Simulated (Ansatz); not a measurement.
**MgTi₂Tl₂P₂S₁₀, one structure, two calculations**

Cell: a Materials Project structure (computed, not necessarily an observed phase), taken as it stands.

Space group P-1 (No. 2); a = 6.5324, b = 7.1998, c = 9.7425 Å, α = 110.19°, β = 98.13°, γ = 90.29°.

```csv
site,Wyckoff,site symmetry,x,y,z
Mg,1a,-1,0.0000,0.0000,0.0000
Ti,2i,1,0.5010,0.2917,0.0025
Tl,2i,1,0.7046,0.7105,0.4341
P,2i,1,0.2803,0.8793,0.7387
S8,2i,1,0.1533,0.6948,0.8356
S9,2i,1,0.3564,0.5682,0.1486
S10,2i,1,0.4085,0.0790,0.1685
S12,2i,1,0.1542,0.1530,0.8353
S13,2i,1,0.7651,0.2220,0.4813
```

One atom of each set is listed.

First run. Computed with Ansatz: DFT, PBE, plane waves and PAW, scalar-relativistic, collinear spin, 420 eV cutoff, Γ-centred 5×4×3 k-points, Fermi–Dirac smearing 0.02 eV. Start moments as typed (μB): 1 on each Ti, none on the rest.

```tsv
site	V_zz (10²¹ V/m²)	η	m (μB)
Mg	2.97	0.20	0.01
Ti	-5.51	0.72	0.67
Tl	-8.45	0.71	0.00
P	-3.00	0.27	0.01
S8	16.26	0.06	0.00
S9	6.25	0.20	-0.02
S10	16.74	0.11	0.00
S12	16.08	0.06	0.00
S13	17.30	0.03	0.01
```

Second run. The same atoms and settings, except that the mesh is 5×5×4 and the Fermi–Dirac smearing is 0.05 eV.

Problem. What does the second run give?

Solution. 

```tsv
site	V_zz	η	change of V_zz	m (μB)
Mg	2.96	0.20	-0.01	0.01
Ti	-5.28	0.80	+0.23	0.66
Tl	-8.39	0.72	+0.06	0.00
P	-3.02	0.26	-0.02	0.02
S8	16.15	0.06	-0.11	0.00
S9	6.15	0.21	-0.10	-0.02
S10	16.66	0.12	-0.08	0.00
S12	15.96	0.06	-0.12	0.00
S13	17.25	0.03	-0.05	0.01
```

The largest change of V_zz is on Ti, from -5.51 to -5.28. In per cent, |V_zz| changes by 0 on Mg, -4 on Ti, -1 on Tl, +1 on P, -2 to 0 on S (all sites that start above 2).

Spin–orbit coupling is left out, which shifts gradients on Tl by a few per cent in wide-gap crystals, and can shift them far more where the calculated gap is small or absent, as here. Semilocal functionals can leave a metal where correlation in the d or f shell opens a gap in the real compound, and that would change the values at and beside Ti. All moments are parallel here, as the start or the cell imposes; many such compounds order antiparallel, where fields and spin densities carried over to other atoms largely cancel. The magnetic order is the one that the run reached from its start moments, not necessarily the measured one (the real compound may not order at all).
